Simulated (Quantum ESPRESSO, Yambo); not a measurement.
RbBr (rock salt, space group Fm-3m, No. 225) under isotropic strain (on all lattice vectors), counted from the cell relaxed with PBEsol, atoms relaxed at each step. norm-conserving PBEsol (Quantum ESPRESSO, 46 Ry, no spin-orbit coupling); G0W0 in Yambo (4×4×4 Γ-centred k mesh, 145 bands and a 8 Ry block in the screening, 145 bands in G with the Bruneval-Gonze terminator, plasmon pole fitted at 27.2 eV).

```tsv
strain s (%)	PBEsol direct gap at Γ (eV)	G0W0 direct gap at Γ (eV)
-3	4.446	6.967
-1.5	4.331	6.881
-0.7	4.273	6.836
0	4.224	6.799
+1	?	?
+2	4.094	6.720
```

Q: Fit a parabola in s to each column by least squares and predict the withheld row.

A: PBEsol: E = 4.224 − 0.0686 s + 0.0018 s² (largest residual 0 meV), giving 4.157 eV at s = +1; the run gave 4.158 eV, a miss of 0 meV. G0W0: E = 6.802 − 0.0469 s + 0.0029 s² (largest residual 3 meV), giving 6.758 eV at s = +1; the run gave 6.754 eV, a miss of 4 meV. The GW settings are held fixed; their convergence isn't established. The screening block changes size along the series (181 vectors at -3 %, 229 vectors at -1.5 %, 229 vectors at -0.7 %, 229 vectors at +0 %, 229 vectors at +1 %, 259 vectors at +2 %), which puts steps into the G0W0 values. Spin-orbit splittings are left out.
